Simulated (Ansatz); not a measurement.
NaHg2: how the axes shrink under pressure

NaHg2, P6/mmm, a = 5.092 Å, c = 3.238 Å. The structure is a COD entry; whether it is the stable form wasn't checked. Ansatz: r2SCAN, PAW, 500 eV, Γ-centred 12×12×14 mesh on 3 atoms, Gaussian smearing 0.10 eV; no spin polarisation. Cell and atoms are relaxed at each pressure, and no other structure is tried, so the rows at high pressure may lie past a change of phase. y = 100 ln(c/c0) with c0 = 3.2380 Å, so nearly a change in per cent. The pressures are the targets, met within 0.05 GPa.

```tsv
P (GPa)	y	100 ln(a/a0)
-3.0	?	?
0.0	0.00	0.00
3.0	-4.07	-2.08
8.0	-7.79	-4.43
15.0	-11.00	-6.76
30.0	-15.47	-9.90
60.0	-20.52	-13.90
```

Problem. Fit y = c1 P + c2 P² to the other rows, give the linear compressibility along c, and predict the missing y.

Solution. Least squares on the rows shown. y = −0.80665 P + 0.0078386 P². The linear compressibility along c is −c1/100 = 8.07 per TPa, against 4.86 along a from the same fit to the last column (its missing entry is 4.60): the crystal is softer along c at low pressure. The runs next to zero pressure give 32.98 and 11.21, so a parabola over the whole range misstates the start. With a term in P³ added, the coefficient of P becomes -1.162, 44 % more, which shows how far this figure hangs on the form. At P = -3.0 the fit asked for gives 2.49. The run gave 15.59, so the fit is 13.10 too low, 36 % of the span of the series, against an rms of 1.39 on the fitted rows. The row lies outside the fitted range. With a term in P³ added, a fit to the same known rows predicts 3.76, no real gain. The parabola turns at P = 51.5, between the two outer rows, which can neither show nor exclude a turn there.

The mesh isn't the same in all rows (12×12×14, 12×12×16). Spin–orbit coupling is left out, which can shift energies with elements as heavy as these.